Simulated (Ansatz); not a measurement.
Free-standing sheets of MoAs4Si2, MA2Z4 (prismatic core, outer Z over the empty site)-type layer and Cr2CF2, M2XT2 MXene (fcc sites)-type layer are relaxed with the program Ansatz at the PBE level (PAW). Aligned at the vacuum level, what band offsets and what type of junction result?

MoAs4Si2: VBM -4.83, CBM -4.23 eV; Cr2CF2: VBM -6.24, CBM -5.07 eV. Valence offset 1.40 eV (MoAs4Si2 higher), conduction offset 0.84 eV (Cr2CF2 lower): type III (broken gap).

Mismatch of the primitive lattice constants: 3.618 against 3.039 Å, 19.0 %.

Natural alignment of Kohn–Sham levels: no interface dipole, strain or quasiparticle shift.

Spin orders computed, not proven ground states: Cr2CF2, M2XT2 MXene (fcc sites)-type layer antiferromagnetic. All cells were relaxed under the symmetry of their starts (and spin orders); stability against distortions was not tested throughout. Rows with no word on spin ran without spin polarisation. No Hubbard U is applied. Spin–orbit coupling is left out wherever it is not named. Constructed layers (a layer type filled with these elements): MoAs4Si2, MA2Z4 (prismatic core, outer Z over the empty site)-type layer; Cr2CF2, M2XT2 MXene (fcc sites)-type layer.

Potentials: the later of the program's two PAW sets.
